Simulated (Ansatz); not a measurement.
A trial cell of Tl2ZnCdC6N6, before relaxation:

```yaml
crystal:
  lattice:
    - [0.00000, 5.17850, 5.17850]
    - [5.17850, 0.00000, 5.17850]
    - [5.17850, 5.17850, 0.00000]
  atoms:
    - { symbol: Zn, position: [0.50000, 0.50000, 0.50000] }
    - { symbol: Tl, position: [0.25000, 0.25000, 0.25000] }
    - { symbol: Tl, position: [0.75000, 0.75000, 0.75000] }
    - { symbol: Cd, position: [0.00000, 0.00000, 0.00000] }
    - { symbol: C, position: [0.80680, 0.19320, 0.19320] }
    - { symbol: C, position: [0.19320, 0.80680, 0.19320] }
    - { symbol: C, position: [0.19320, 0.19320, 0.80680] }
    - { symbol: C, position: [0.19320, 0.80680, 0.80680] }
    - { symbol: C, position: [0.80680, 0.19320, 0.80680] }
    - { symbol: C, position: [0.80680, 0.80680, 0.19320] }
    - { symbol: N, position: [0.69383, 0.30617, 0.30617] }
    - { symbol: N, position: [0.30617, 0.69383, 0.30617] }
    - { symbol: N, position: [0.30617, 0.30617, 0.69383] }
    - { symbol: N, position: [0.30617, 0.69383, 0.69383] }
    - { symbol: N, position: [0.69383, 0.30617, 0.69383] }
    - { symbol: N, position: [0.69383, 0.69383, 0.30617] }
```

All numbers below come from Ansatz 0.2.0, DFT PBE, scalar-relativistic, plane waves, PAW. Cutoff 420 eV, Gaussian smearing, Γ-centred meshes. Cell and atoms relax first on a coarse mesh and then on a converged one. In between, the cell is made exact in the group found at 0.06 Å. The steps can't lower the symmetry of their start. No spin polarisation.

A guess keeps its type if space group and coordination stay and the shape of the cell changes little (axis ratios within about 15 %, angles within 6°); the volume may change.

**Question.** Does it keep its structure type, or change into something else?

**Answer.** It keeps its type. The symmetry stays Fm-3m (No. 225). The volume per atom grows by 34.6 %, from 17.4 to 23.4 Å³. The shortest distance stays 1.17 Å (C–N). Counting neighbours within 15 % of an atom's shortest distance, the start has C 1, Cd 6, N 1, Tl 24, Zn 6 and the end C 1, Cd 6, N 1, Tl 24, Zn 6.

The last run used a 4×4×4 mesh for its 16-atom cell and Gaussian smearing of 0.02 eV. Spin–orbit coupling, which can matter for Tl, is left out. A structure relaxed within its symmetry needn't be a true minimum.
